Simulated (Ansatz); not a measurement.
The relaxed structure here is a generated cell of SiO2: the first start was made by placing the elements on the sites of a structure type, and the end was not matched to a known phase here, so it may be hypothetical. Known forms of SiO2 include space group No. 92, 136, 152, 154.

One stationary structure of SiO2. Calculation: PBEsol (plane waves to 420 eV, PAW, scalar-relativistic; Ansatz, an electronic-structure program).

```cif
data_O8Si4
_chemical_formula_sum 'O8 Si4'
_space_group_name_H-M_alt 'P 1'
_space_group_IT_number 1
_cell_length_a 8.69636
_cell_length_b 2.67681
_cell_length_c 4.37070
_cell_angle_alpha 90.000
_cell_angle_beta 90.000
_cell_angle_gamma 90.000
loop_
_space_group_symop_operation_xyz
  'x, y, z'
loop_
_atom_site_label
_atom_site_type_symbol
_atom_site_fract_x
_atom_site_fract_y
_atom_site_fract_z
_atom_site_occupancy
O1 O 0.53331 0.25000 0.28777 1
O2 O 0.22567 0.25000 0.83876 1
O3 O 0.72567 0.25000 0.66124 1
O4 O 0.03331 0.25000 0.21223 1
O5 O 0.77433 0.75000 0.16124 1
O6 O 0.46669 0.75000 0.71223 1
O7 O 0.96669 0.75000 0.78777 1
O8 O 0.27433 0.75000 0.33876 1
Si1 Si 0.63509 0.75000 0.45839 1
Si2 Si 0.13509 0.75000 0.04161 1
Si3 Si 0.86491 0.25000 0.95839 1
Si4 Si 0.36491 0.25000 0.54161 1
```

Q: Find the space group and the Wyckoff positions (tolerance 0.01 Å).

A: Space group Pnma (No. 62); a = 8.696 Å, b = 2.677 Å, c = 4.371 Å, α = 90.00°, β = 90.00°, γ = 90.00°

| atom | site | symmetry | x | y | z |
|---|---|---|---|---|---|
| O | 4c | .m. | 0.0333 | 0.2500 | 0.2122 |
| O | 4c | .m. | 0.2257 | 0.2500 | 0.8388 |
| Si | 4c | .m. | 0.1351 | 0.7500 | 0.0416 |

Q: Give the shortest distances between elements (the closest pairs, up to four, under 3.6 Å).

A: O–Si 1.77 Å; O–O 2.34 Å; Si–Si 2.68 Å.

The volume per atom is 8.48 Å³ and the band gap is 5.90 eV, direct at Γ (no spin-orbit coupling).

No spin polarisation in the result.

It was reached from a disturbed copy of a P6/mmm (No. 191) cell, against which it lies -2.32 eV/atom.
